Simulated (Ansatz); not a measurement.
Relaxed-ion elastic tensor of GaCo (CsCl type, space group No. 221) in GPa (Voigt order), DFT-PBEsol in the program Ansatz with PAW potentials; density 9.33 g/cm³, 11.45 Å³ per atom.

```
248  177  177  0.0  0.0  0.0
177  248  177  0.0  0.0  0.0
177  177  248  0.0  0.0  0.0
0.0  0.0  0.0  123  0.0  0.0
0.0  0.0  0.0  0.0  123  0.0
0.0  0.0  0.0  0.0  0.0  123
```

Q: Is the crystal mechanically stable?

A: Yes: the smallest eigenvalue of C is 70.4 GPa.

Q: Work out the Voigt, Reuss and Hill averages.

A: K_V = 201, K_R = 201, K_H = 201; G_V = 87.8, G_R = 61.6, G_H = 74.7 GPa.

Q: Give Young's modulus, Poisson's ratio, Pugh's ratio and the universal anisotropy index.

A: E = 9KG/(3K + G) = 199 GPa; ν = 0.33; K/G = 2.69 (ductile by the Pugh limit of 1.75); A_U = 5G_V/G_R + K_V/K_R − 6 = 2.13.

Q: Estimate the sound speeds and the Debye temperature.

A: v_l = √((K + 4G/3)/ρ) = 5670 m/s, v_t = √(G/ρ) = 2830 m/s, mean 3180 m/s; Θ = (h/k)(3n/4πV)^(1/3) v_m = 419 K.

Q: Give the Zener ratio and Young's modulus along [100], [110] and [111].

A: A = 2C44/(C11 − C12) = 3.49; 1/E = S11 − 2(S11 − S12 − S44/2)Γ with Γ = 0, 1/4, 1/3 gives 99.8, 202, 306 GPa.

Q: Solve the Christoffel equation for the three sound speeds along [100], [110], [111].

A: Eigenvalues of C_ijkl n_j n_l equal ρv². In km/s, slowest first: [100] 3.63, 3.63, 5.15; [110] 1.94, 3.63, 5.99; [111] 2.63, 2.63, 6.25.

Space group Pm-3m (CsCl type). Symmetry was held in the PBEsol relaxation; of distortions, only those at the zone centre were tested. The workflow began spin-polarised and lost its moments. As this level gives no gap, shear constants depend on the k-mesh and smearing (Fermi–Dirac, 0.1 eV here).

Potentials: the later of the program's two PAW sets.
